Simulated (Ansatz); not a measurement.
**How much do the gradients of YH3O3 depend on the method?**

Cell: a Materials Project structure (computed, not necessarily an observed phase), atoms as given.

Space group P6_3 (No. 173); a = 6.3817, c = 3.5180 Å, γ = 120.00°.

| site | Wyckoff | site symmetry | x | y | z |
| --- | --- | --- | --- | --- | --- |
| Y | 2b | 3.. | 0.3333 | 0.6667 | 0.8127 |
| H | 6c | 1 | 0.8612 | 0.7192 | 0.8508 |
| O | 6c | 1 | 0.6906 | 0.6042 | 0.8081 |

One atom of each set is listed.

First run. Method: Kohn–Sham DFT in Ansatz, PBE, plane waves and PAW, scalar-relativistic, 420 eV cutoff, Γ-centred 4×4×6 k-points, Fermi–Dirac smearing 0.02 eV.

```json
{"site": "Y", "V_zz (10²¹ V/m²)": "-4.99", "η": "0.00"}
{"site": "H", "V_zz (10²¹ V/m²)": "4.21", "η": "0.01"}
{"site": "O", "V_zz (10²¹ V/m²)": "11.96", "η": "0.09"}
```

Second run. The same atoms and settings, except that spin–orbit coupling is included (fully relativistic PAW files).

(1) Given the first result, estimate the second.

## Answers

(1) 

```json
{"site": "Y", "V_zz": "-4.99", "η": "0.00", "change of V_zz": "0.00"}
{"site": "H", "V_zz": "4.21", "η": "0.01", "change of V_zz": "0.00"}
{"site": "O", "V_zz": "11.96", "η": "0.09", "change of V_zz": "0.00"}
```

No V_zz moves by more than 0.01.
